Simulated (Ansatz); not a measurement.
The start is a generated trial cell of W in the AFLOW prototype A_cI16_220_c (as in Li). A full variable-cell relaxation at zero pressure is run with r2SCAN (plane waves to 500 eV, PAW, scalar-relativistic; Ansatz, an electronic-structure program). The first steps use a 11×11×11 k-mesh.

Starting cell:
```
CELL_PARAMETERS angstrom
     -3.16000     3.16000     3.16000
      3.16000    -3.16000     3.16000
      3.16000     3.16000    -3.16000
ATOMIC_POSITIONS crystal
  W  0.40200 0.40200 0.40200
  W  0.50000 0.00000 0.09800
  W  0.00000 0.09800 0.50000
  W  0.09800 0.50000 0.00000
  W  0.90200 0.90200 0.90200
  W  0.50000 0.00000 0.59800
  W  0.00000 0.59800 0.50000
  W  0.59800 0.50000 0.00000
```

Problem. How large is the pressure on the unrelaxed cell, and of which sign?

Solution. +17.7 GPa (positive: the cell is compressed).

Problem. What is the largest force in the starting geometry, and on which atom (counted from 1)?

Solution. 1.26 eV/Å, on W1, W2, W3, W4, W5, W6, W7, W8 (atoms numbered as listed).

Problem. Does the structure survive the relaxation? Give the final space group.

Solution. The space group goes from I-43d (No. 220) to Im-3m (No. 229); the end is bcc (W type), with 1 atom in the primitive cell.

Problem. How much energy is released per atom?

Solution. 0.79 eV/atom.

Problem. How does the volume change?

Solution. +0.9 %, from 15.78 to 15.91 Å³/atom.

Problem. Is the relaxed structure metallic? Give its gap.

Solution. No gap (metallic).

Problem. Write out the relaxed structure.

Solution. 
```cif
data_W2
_chemical_formula_sum 'W2'
_space_group_name_H-M_alt 'Im-3m'
_space_group_IT_number 229
_space_group_name_Hall '-I 4 2 3'
_cell_length_a 3.16903
_cell_length_b 3.16903
_cell_length_c 3.16903
_cell_angle_alpha 90.000
_cell_angle_beta 90.000
_cell_angle_gamma 90.000
loop_
_atom_site_label
_atom_site_type_symbol
_atom_site_symmetry_multiplicity
_atom_site_Wyckoff_symbol
_atom_site_fract_x
_atom_site_fract_y
_atom_site_fract_z
_atom_site_occupancy
W1 W 2 a 0.00000 0.00000 0.00000 1
```
(The calculation used a cell of 1 atom; values per cell refer to that cell.)

No spin polarisation in the result.

The run could not lose the symmetry of its start.
